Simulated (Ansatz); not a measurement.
Given:

Cu₃Au (Cu3Au type, space group No. 221), a = b = c = 3.713 Å, α = β = γ = 90.00°.

This is the PBEsol-relaxed structure.

Q: All from the program Ansatz at the PBEsol level (PAW), unless another level is named. Predict the formation energy from the elements (no fitted shifts).

A: -0.044 eV/atom.

Q: Next, the density of states at the Fermi level?

A: 0.26 states/eV per atom (mean over ±0.08 eV).

Space group Pm-3m (Cu3Au type). The PBEsol relaxation kept the symmetry of its start. The run is not spin-polarised. The references are the lowest solids computed at this level, not always the standard phases. Scalar-relativistic: spin–orbit coupling is off unless named, which matters more the heavier the elements.

Potentials: the later of the program's two PAW sets.
